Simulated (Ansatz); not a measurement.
Sc₂B₂P:
```cif
data_B2PSc2
_chemical_formula_sum 'Sc2 P1 B2'
_space_group_name_H-M_alt 'P-6m2'
_space_group_IT_number 187
_space_group_name_Hall 'P -6 2'
_cell_length_a 3.23002
_cell_length_b 3.23002
_cell_length_c 7.23861
_cell_angle_alpha 90.000
_cell_angle_beta 90.000
_cell_angle_gamma 120.000
loop_
_atom_site_label
_atom_site_type_symbol
_atom_site_symmetry_multiplicity
_atom_site_Wyckoff_symbol
_atom_site_fract_x
_atom_site_fract_y
_atom_site_fract_z
_atom_site_occupancy
Sc1 Sc 2 h 0.33333 0.66667 0.26211 1
P1 P 1 a 0.00000 0.00000 0.00000 1
B1 B 1 b 0.00000 0.00000 0.50000 1
B2 B 1 f 0.66667 0.33333 0.50000 1
```

Relaxed at zero pressure with the program Ansatz at the PBE level (PAW).

Problem. The volume is lowered by 6 % and shape and atoms relax at that volume. What pressure results, and how do the axes share the change?

Solution. 9.7 GPa; a -2.4 %, b -2.4 %, c -1.3 %; the energy rises by 23 meV/atom.

Problem. Give the new structure.

Solution. 
Space group P-6m2 (No. 187); a = b = 3.152 Å, c = 7.144 Å, α = β = 90.00°, γ = 120.00°

| atom | site | symmetry | x | y | z |
|---|---|---|---|---|---|
| Sc | 2h | 3m. | 0.3333 | 0.6667 | 0.2632 |
| P | 1a | -6m2 | 0.0000 | 0.0000 | 0.0000 |
| B | 1b | -6m2 | 0.0000 | 0.0000 | 0.5000 |
| B | 1f | -6m2 | 0.6667 | 0.3333 | 0.5000 |

The phase is kept; no other phase was compared at this pressure.

The start of the workflow was typed in or built on a structure type; neither database checked (COD, Materials Project) lists it. Whether it is the stable phase at ambient conditions was not checked. Symmetry was held in the PBE relaxation; whether a distortion lowers the energy is not shown. No spin polarisation was allowed.

Potentials: the earlier of the program's two PAW sets.
